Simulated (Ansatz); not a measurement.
Relaxed-ion elastic tensor of Re (hcp (Mg type), P6_3/mmc) in GPa (Voigt order), the program Ansatz at the r²SCAN level (PAW); density 21.04 g/cm³, 14.70 Å³ per atom.

```csv
,1,2,3,4,5,6
1,636,294,235,0.0,0.0,0.0
2,294,636,235,0.0,0.0,0.0
3,235,235,695,0.0,0.0,0.0
4,0.0,0.0,0.0,164,0.0,0.0
5,0.0,0.0,0.0,0.0,164,0.0
6,0.0,0.0,0.0,0.0,0.0,171
```

**Question.** Is the crystal mechanically stable?

**Answer.** Yes: the smallest eigenvalue of C is 164 GPa.

**Question.** Work out the Voigt, Reuss and Hill averages.

**Answer.** K_V = 388, K_R = 388, K_H = 388; G_V = 180, G_R = 177, G_H = 178 GPa.

**Question.** Give Young's modulus, Poisson's ratio, Pugh's ratio and the universal anisotropy index.

**Answer.** E = 9KG/(3K + G) = 464 GPa; ν = 0.30; K/G = 2.18 (ductile by the Pugh limit of 1.75); A_U = 5G_V/G_R + K_V/K_R − 6 = 0.08.

**Question.** Estimate the sound speeds and the Debye temperature.

**Answer.** v_l = √((K + 4G/3)/ρ) = 5460 m/s, v_t = √(G/ρ) = 2910 m/s, mean 3250 m/s; Θ = (h/k)(3n/4πV)^(1/3) v_m = 395 K.

**Question.** How much does each axis shrink under pressure?

**Answer.** Linear compressibilities β_i = Σ_j S_ij (j = 1 to 3): x 0.86, y 0.86, z 0.86 per TPa.

The r²SCAN relaxation kept the symmetry of its start; of distortions, only those at the zone centre were tested. The run is not spin-polarised. As this level gives no gap, shear constants depend on the k-mesh and smearing (Fermi–Dirac, 0.1 eV here). Scalar-relativistic: spin–orbit coupling is off unless named, which matters more the heavier the elements.

Potentials: the later of the program's two PAW sets.
